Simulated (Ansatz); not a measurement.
# Sr3Sn2Bi2: settings compared (Ansatz)

The command:

```bash
ansatz run input.yaml --threads 1 --pin off --max-ram 2560MiB --backend cpu --events-out ev --progress --plain --runs-dir out
```

The input file (Ansatz 0.2.0, plane waves):

```yaml
crystal:
  lattice:
    - [0.0, 0.0, 5.30319]
    - [4.65829, 0.0, 0.0]
    - [2.329145, 10.461379, -2.651595]
  atoms:
    - { symbol: Bi, position: [0.4378, 0.0622, 0.8756] }
    - { symbol: Bi, position: [0.5622, 0.9378, 0.1244] }
    - { symbol: Sn, position: [0.3629, 0.6371, 0.7258] }
    - { symbol: Sn, position: [0.6371, 0.3629, 0.2742] }
    - { symbol: Sr, position: [0.0, 0.5, 0.0] }
    - { symbol: Sr, position: [0.1829, 0.8171, 0.3658] }
    - { symbol: Sr, position: [0.8171, 0.1829, 0.6342] }
  symmetry: { tolerance: 0.0003 }
kpoints:
  mp_grid: { grid: [4, 4, 4], shift: [0, 0, 0] }
magnetization:
  spin_polarized: false
scf:
  occupations: { method: fermi_dirac, width: 0.0737 }
hamiltonian:
  pseudopotentials: { kind: paw }
  xc: pbe
basis:
  ecutwfc: 420
output:
  forces: true
  stress: true
  eigenvalues: true
```

Origin of the cell: a known structure type with other elements, at an estimated volume, so it need not be a known compound.

Output of this run (shortened):

```
SCF iter   1: F=—  HF=-47475.864260 eV  Δρ=1.99e-3  dr2=2.12e-2
SCF iter   2: F=—  HF=-47475.865223 eV  Δρ=1.23e-3  dr2=9.18e-3  defer=1
SCF iter   3: F=—  HF=-47475.864232 eV  Δρ=3.02e-4  dr2=8.06e-4  defer=1
SCF iter   4: F=—  HF=-47475.864147 eV  Δρ=1.30e-4  dr2=9.42e-5  defer=1
SCF iter   5: F=—  HF=-47475.864105 eV  Δρ=4.69e-5  dr2=1.13e-5  defer=1
SCF iter   6: F=—  HF=-47475.864104 eV  Δρ=1.50e-5  dr2=2.00e-6  defer=1
SCF iter   7: F=—  HF=-47475.864103 eV  Δρ=5.02e-6  dr2=1.55e-7  defer=1
SCF iter   8: F=-47475.864103 eV  HF=-47475.864103 eV  Δρ=1.83e-6  dr2=2.54e-8
SCF 1 converged in 8 iterations: F = -47475.864103 eV  dr2 = 2.54e-8
SCF converged after 8 iterations
Free energy (F): -47475.864103 eV
Harris-Foulkes:  -47475.864103 eV  (|F-HF|=1.90e-8)
Internal energy: -47475.787201 eV  (E = F + TS)
E sigma→0 (E₀):  -47475.825652 eV
Entropy (-TS):   -0.076902 eV (-10.986 meV/atom)
Fermi energy:    8.522343 eV
--- Per-component energies (eV) ---
  E_band       = -801.599435
  E_kinetic    = 1718.284646
  E_local      = -8617.177922  (includes V_loc(G=0)·N_el)
  E_nonlocal   = 1658.497389
  E_hartree    = 3405.916385
  E_xc         = -1588.237967
  E_vxc        = -967.974365  (∫ρ·V_xc dr)
  E_paw        = -37683.705180  (= ΣΔE_a)
  E_vpaw       = -1405.059822  (= ΣTr[D̂ρ^β])
  E_aug_tail   = -0.000883  (compensation charges beyond the density's cutoff)
  E_ewald      = -6369.363669
  E_smearing   = -0.076902  (= −TS)
  Σ components = -47475.864103   (vs F -47475.864103, Δ=0.00e0)
--- Forces (eV/Å), atoms counted from 1 ---
  atom   1  Bi     0.000000    -3.612001     0.000000
  atom   2  Bi     0.000000     3.612001     0.000000
  atom   3  Sn     0.000000    -2.144113     0.000000
  atom   4  Sn     0.000000     2.144113     0.000000
  atom   5  Sr     0.000000     0.000000     0.000000
  atom   6  Sr     0.000000     0.017234     0.000000
  atom   7  Sr     0.000000    -0.017234     0.000000
  max |Σ_I F_I| component: 0.00e0 eV/Å
--- Stress (GPa, compression-positive) ---
        6.581955       0.000000       0.000000
        0.000000      10.210279       0.000000
        0.000000       0.000000      -2.712344
  P = ⅓ Tr σ = 4.6933 GPa (46.933 kbar)
```

The same input was run again with these changes:

1. `scf.convergence.dr2_threshold` default → 1.0e-09
2. `kpoints.mp_grid.grid` [4, 4, 4] → [3, 3, 3]
3. `scf.convergence.dr2_threshold` default → 1.0e-11; `kpoints.mp_grid.grid` [4, 4, 4] → [5, 5, 5]; `scf.occupations.method` fermi_dirac → cold; `scf.occupations.width` 0.0737 → 0.15
4. `kpoints.mp_grid.grid` [4, 4, 4] → [3, 3, 3]

| run | end | SCF iterations | P (GPa) | max force component (eV/Å) | gap on mesh (eV) | moment (μB) | ΔE(σ→0) (meV/atom) |
| --- | --- | --- | --- | --- | --- | --- | --- |
| base | converged | 8 | 4.69 | 3.612 | none | – | 0 |
| 1 | converged | 10 | 4.69 | 3.612 | none | – | 0.00 |
| 2 | converged | 8 | 4.87 | 3.833 | none | – | -25.35 |
| 3 | converged | 12 | 4.75 | 3.426 | none | – | 9.80 |
| 4 | converged | 8 | 4.87 | 3.833 | none | – | -25.35 |

Energies are compared only where functional, datasets, charge and starting cell are the same.

Not properties of the system: run 2 (too coarse or loose: `kpoints.mp_grid.grid` = [3, 3, 3]), run 4 (too coarse or loose: `kpoints.mp_grid.grid` = [3, 3, 3]).

Caveats of the base run: no spin-orbit coupling, though heavy elements are present; the k mesh is coarse if the cell is a metal.

The base run ran for 18 s on 1 thread of Arm Neoverse V1, on a shared host, peak memory 0.56 GiB, from the program's own first density.
